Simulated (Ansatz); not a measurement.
An Ansatz (a program for electronic structure) run. Input:

Ansatz 0.2 input:
```yaml
crystal:
  lattice:
    - [1.6463070891, 0.9504958411, 5.928738012]
    - [-1.6463070891, 0.9504958411, 5.928738012]
    - [0.0, -1.9009916822, 5.928738012]
  atoms:
    - { symbol: Ta, position: [0.0, 0.0, 0.0] }
    - { symbol: S, position: [0.7529706315, 0.7529706315, 0.7529706315] }
    - { symbol: S, position: [0.2470293685, 0.2470293685, 0.2470293685] }
kpoints:
  mp_grid: { grid: [14, 14, 14] }
basis: { xc_grid: 2 }
hamiltonian:
  xc: lda
  pseudopotentials: { kind: paw }
scf:
  occupations: { method: gaussian, width: 0.05 }
checkpoint: { read: metal.run }
output: { bader: true, populations: true }
```

Output (shortened):

```
basis.fft_grid_basis auto: the FFT boxes are laid along the combinations [[1, 0, -1], [0, 1, -1], [0, 0, 1]] of the cell's own vectors, 3.293, 3.293 and 6.226 …
Pseudopotential: Ta, paw, valence charge 13
Pseudopotential: S, paw, valence charge 6
Functional definition: SPW92
Crystal: 3 atoms, lattice volume = 55.664 Å³
Basis set: ecut = 420 eV, 1099 PW (Γ), FFT grids on a1−a3, a2−a3, a3, exchange–correlation on 48×48×90 points (8 copies of the dense FFT grid, shifted against one another)
Bands: 21, of which v1, the nominal top of the filled ones, is band 13 counted from 1 (12 counted from 0)
Symmetry: 12 space group operations
Space group: R-3m (ITA 166), of the structure as read, at distance tolerance 3.8e-5 Å
k-points: 288 of 2744
Stability of the state it starts from, as read at its close in the unpolarized treatment …
iter 1 solved again at ethr=4.59e-7 eV; its pass at ethr=3.10e-3 eV (dr2=1.15e-4 eV) is discarded
SCF iter   1: F=—  HF=-11424.962743 eV  |F-HF|=—  |Δ(HF+E_count)|=         —  Δρ=1.03e-6  dr2=4.84e-10  ethr=4.59e-7  ⟨swp⟩=3.0  Hψ=48416  notcnv=0
preconditioner: auto → Kerker (q_TF=auto, 2.388 Å⁻¹)
SCF iter   2: F=—  HF=-11424.962743 eV  |F-HF|=—  |Δ(HF+E_count)|=   1.37e-7  Δρ=4.20e-7  dr2=7.56e-11  ethr=1.94e-12  ⟨swp⟩=7.0  Hψ=24130  notcnv=0
SCF iter   3: F=-11424.962743 eV  HF=-11424.962743 eV  |F-HF|=2.55e-11  |Δ(HF+E_count)|=  1.46e-11  Δρ=2.83e-7  dr2=3.78e-11  ethr=1.00e-12  ⟨swp⟩=1.0  Hψ=13283  notcnv=0
SCF 1 converged in 3 iterations: F = -11424.962743 eV  dr2 = 3.78e-11
SCF converged after 3 iterations
Free energy (F): -11424.962743 eV
Harris-Foulkes:  -11424.962743 eV  (|F-HF|=2.55e-11)
Internal energy: -11424.960719 eV  (E = F + TS)
E sigma→0 (E₀):  -11424.961731 eV
Entropy (-TS):   -0.002024 eV (-0.675 meV/atom)
Fermi energy:    10.690751 eV
--- Per-component energies (eV) ---
  E_band       = -181.799405
  E_kinetic    = 583.375973
  E_local      = -1380.298611  (includes V_loc(G=0)·N_el)
  E_nonlocal   = 79.288900
  E_hartree    = 523.374691
  E_xc         = -410.847911
  E_vxc        = -381.451471  (∫ρ·V_xc dr)
  E_paw        = -9286.740355  (= ΣΔE_a)
  E_vpaw       = -129.463770  (= ΣTr[D̂ρ^β])
  E_aug_tail   = 0.000147  (compensation charges beyond the density's cutoff)
  E_ewald      = -1533.678850
  E_core_change = 0.565298  (= ΣΔE_core)
  E_smearing   = -0.002024  (= −TS)
  E_closure    =  0.000000  (closes the sum)
  Σ components = -11424.962743   (vs F -11424.962743, Δ=0.00e0)
  [band-id]    e_kinetic+e_local+e_nonlocal+2·e_hartree+e_vxc+e_vpaw+e_augmentation_tail = -181.799450   (vs E_band -181.799405, Δ=-4.58e-5)
--- Band table (eV; the first three rows and the last of 288) ---
  k-point 0: bands = ["-57.8704", "-24.3834", "-24.3092", "-24.3092", "-4.3224", "-2.3083", "3.5891", "6.9204", "6.9204", "9.4451", "10.2741", "10.2741", "10.6373", "10.8627", "10.8627", "14.7984", "14.7984", "16.1706", "16.2606", "19.7911", "19.7911"]
  k-point 1: bands = ["-57.8696", "-24.3800", "-24.3271", "-24.3133", "-4.2381", "-2.3070", "3.6976", "6.7398", "6.9615", "9.4974", "9.5565", "9.8511", "10.6672", "11.1940", "11.3126", "14.5451", "14.7611", "16.5594", "16.6963", "19.4971", "20.0330"]
  k-point 2: bands = ["-57.8672", "-24.3774", "-24.3700", "-24.3247", "-3.9951", "-2.3006", "4.0044", "6.3623", "7.0555", "8.3963", "9.3357", "9.4677", "10.5489", "11.5950", "11.9060", "14.3450", "14.7089", "17.3082", "17.4804", "19.2582", "20.6924"]
  k-point 287: bands = ["-57.8704", "-24.3836", "-24.3092", "-24.3092", "-3.9892", "-2.8972", "4.9856", "6.9186", "6.9641", "6.9641", "10.0995", "10.0995", "10.8971", "10.8971", "11.6847", "14.9542", "14.9542", "16.4130", "17.6053", "20.0945", "20.0945"]
--- Löwdin populations: 3 sites ---
  site symbol       q [e]
     0     Ta     12.4973
     1      S      6.1513
     2      S      6.1513
  spilling = 0.008008 (of n_electrons = 25.000000)
--- Bader charges: 3 sites ---
  site symbol  charge [e]  shift [e]
     0     Ta      1.7179     0.0055
     1      S     -0.8590     0.0027
     2      S     -0.8589     0.0027
  shift: an alarm, by how much a part of what the PAW files miss would move the charge. Where it is large, compare
  with a run on PAW files of another source; a small one proves nothing
  estimated error of the sums over rays = 8.7e-4 e
```

Cost: very roughly 60 core-seconds on shared cores.

The first step of the workflow began from a Materials Project structure, measured or hypothetical; the Crystallography Open Database files this formula in space group No. 166, but the cells were not matched. It is not the phase usual at ambient conditions (space group No. 164). The LDA relaxation kept the symmetry of its start; whether a distortion lowers the energy is not shown. The run is not spin-polarised. A crystal of weakly bound layers computed without a dispersion correction: the cell and the soft elastic constants depend strongly on that. With an odd number of electrons in the cell and no spin polarisation, the count alone makes it a metal. Spin–orbit coupling is left out wherever it is not named.

Potentials: the later of the program's two PAW sets.

Ansatz is a plane-wave DFT program.
